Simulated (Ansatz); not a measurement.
A generated cell, not matched to a known phase here, of Cs2TlI6: Fm-3m (No. 225), cF36; a = b = c = 11.520 Å, α = β = γ = 90.00°; Cs 8c (0.250, 0.250, 0.250); Tl 4a (0.000, 0.000, 0.000); I 24e (0.000, 0.000, 0.257). Level of theory: PBEsol (plane waves to 420 eV, PAW, scalar-relativistic; Ansatz, a first-principles code). Element references, the lowest calculated here: Cs (Im-3m), I (Cmce), Tl (P6₃/mmc).

### Question
What formation energy of this Fm-3m form of Cs2TlI6 from the elements does PBEsol give?

### Answer
-0.76 eV/atom.

A lower structure of this composition may exist.

Static energies, no anion corrections, no zero-point energy. Values are rounded to 0.01 eV/atom. Not shown to be the ambient phase of their composition (a lower form may be missing, and a cell relaxed within its start's symmetry can be a saddle point): Cs2TlI6 (Fm-3m). Spin-orbit coupling is missing from these energies, which matters for elements this heavy. The compounds carry no spin polarisation. The relaxed primitive cell holds an odd number of electrons. A magnetic state may lie lower.
